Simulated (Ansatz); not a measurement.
HfN (Fm-3m), clamped-ion strain scan

Theory: DFT r2SCAN, scalar-relativistic, plane waves, PAW (Ansatz). Settings: plane waves to 500 eV, k-mesh 18×18×18 (Γ-centred), Gaussian smearing 0.15 eV. Spin–orbit coupling is left out, which can shift energies with elements as heavy as these. No spin polarisation. Energies are free energies at this smearing, counted from the undisturbed cell; pressure is positive in compression.

The starting cell (as given, not relaxed at this level; it stands at 1.4 GPa):

```xyz
2
Lattice="0.0000 2.2590 2.2590 2.2590 0.0000 2.2590 2.2590 2.2590 0.0000" Properties=species:S:1:pos:R:3 pbc="T T T"
Hf    0.0000    0.0000    0.0000
N     2.2590    2.2590    2.2590
```

The cell is strained by ε times the Voigt pattern (1, -1, 0, 0, 0, 0) (xx, yy, zz, yz, xz, xy; engineering shear) with fractional coordinates fixed. The cell is metallic on the mesh throughout.

```tsv
ε	ΔE (meV/atom)
-0.0200	14.2
-0.0100	3.5
0.0000	0.0
0.0025	0.2
0.0050	0.9
0.0075	2.0
0.0125	5.5
0.0150	7.9
0.0175	10.8
```

(1) Predict the stress summed along the pattern (GPa, tension positive) at each point.

## Answers

(1)
```
      ε  stress summed along the pattern (GPa, tension positive)
-0.0200                                                   -19.89
-0.0100                                                    -9.77
 0.0000                                                     0.00
 0.0025                                                     2.43
 0.0050                                                     4.86
 0.0075                                                     7.31
 0.0125                                                    12.25
 0.0150                                                    14.76
 0.0175                                                    17.31
```